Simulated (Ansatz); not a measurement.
A relaxed cell of Ti (P6₃/mmc (No. 194)), relaxed on a k-mesh at least as fine as the one used below. Computed with r2SCAN (plane waves to 500 eV, PAW, scalar-relativistic; Ansatz, a first-principles code). Γ-centred k-mesh 13×7×4 on the run's cell (coarser than for final values), Fermi–Dirac smearing 0.05 eV.

```
Ti
1.0
    2.93127     0.00000     0.00000
   -2.93127     5.07710     0.00000
    0.00000     0.00000     9.36262
Ti
8
Cartesian
  0.00000   0.00000   0.00000
 -1.46563   2.53855   0.00000
  0.00000   0.00000   4.68131
 -1.46563   2.53855   4.68131
  0.00000   1.69237   2.34066
 -1.46563   4.23092   2.34066
  1.46563   0.84618   7.02197
  0.00000   3.38473   7.02197
```

The atoms are displaced by (Å):

```json
[
 {"atom": "Ti1", "ux": "0.040", "uy": "0.068", "uz": "0.226"},
 {"atom": "Ti2", "ux": "-0.083", "uy": "-0.111", "uz": "-0.054"},
 {"atom": "Ti3", "ux": "0.035", "uy": "0.058", "uz": "-0.014"},
 {"atom": "Ti4", "ux": "-0.019", "uy": "-0.070", "uz": "0.121"},
 {"atom": "Ti5", "ux": "-0.096", "uy": "-0.056", "uz": "0.082"},
 {"atom": "Ti6", "ux": "-0.106", "uy": "-0.230", "uz": "-0.079"},
 {"atom": "Ti7", "ux": "0.149", "uy": "-0.017", "uz": "0.007"},
 {"atom": "Ti8", "ux": "-0.032", "uy": "0.028", "uz": "0.164"}
]
```

Task: What forces (eV/Å) and pressure result?

Result: 
```
atom     Fx     Fy     Fz
----  -----  -----  -----
Ti1   -0.27  -0.77  -1.27
Ti2    0.16   0.56   0.83
Ti3    0.02  -0.63   0.39
Ti4   -0.05   0.50  -0.34
Ti5   -0.18  -0.12  -0.04
Ti6    0.40   0.47   0.96
Ti7   -0.33  -0.27   0.26
Ti8    0.26   0.26  -0.79
```

Pressure +0.6 GPa.

Task: Estimate the energy cost of the displacement in the harmonic approximation and compare with the calculation.

Result: For a harmonic well ΔE = −½ Σ F·u = 0.482 eV a cell, or 60 meV/atom. The calculated energy relative to the undisplaced cell is +0.06 eV/atom, so the harmonic estimate holds well.

No spin polarisation in the result.

The run that gave the undisplaced cell could not lose the symmetry of its start; a randomly shaken copy of 8 atoms returns to this structure.

The relaxed structure here is a generated cell of Ti: the first start was made by placing the elements on the sites of a structure type, and the end was not matched to a known phase here, so it may be hypothetical. A known form of Ti has the same space group but another cell.
